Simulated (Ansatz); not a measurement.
BeSe:
```
BeSe
1.0
    0.00000     2.56446     2.56446
    2.56446     0.00000     2.56446
    2.56446     2.56446     0.00000
Se Be
1 1
Direct
  0.75000   0.75000   0.75000
  0.00000   0.00000   0.00000
```

Tensor components refer to the Cartesian frame of this cell.

Question: Give the proper piezoelectric stress tensor with relaxed ions from plane-wave PAW PBEsol (Ansatz code).

Answer: In C/m², rows x, y, z, Voigt columns; mesh uncertainty up to 0.00.
```
0.00  0.00  0.00  0.20  0.00  0.00
0.00  0.00  0.00  0.00  0.20  0.00
0.00  0.00  0.00  0.00  0.00  0.20
```

The elastic tensor of the same run (GPa):

|  | 1 | 2 | 3 | 4 | 5 | 6 |
|---|---|---|---|---|---|---|
| 1 | 131 | 53.6 | 53.6 | 0.0 | 0.0 | 0.0 |
| 2 | 53.6 | 131 | 53.6 | 0.0 | 0.0 | 0.0 |
| 3 | 53.6 | 53.6 | 131 | 0.0 | 0.0 | 0.0 |
| 4 | 0.0 | 0.0 | 0.0 | 67.2 | 0.0 | 0.0 |
| 5 | 0.0 | 0.0 | 0.0 | 0.0 | 67.2 | 0.0 |
| 6 | 0.0 | 0.0 | 0.0 | 0.0 | 0.0 | 67.2 |

Question: Convert to strain constants d = e·S.

Answer: In pC/N:
```
0.0  0.0  0.0  2.9  0.0  0.0
0.0  0.0  0.0  0.0  2.9  0.0
0.0  0.0  0.0  0.0  0.0  2.9
```

Space group F-43m (zinc blende). The PBEsol relaxation kept the symmetry of its start.

Potentials: the later of the program's two PAW sets.
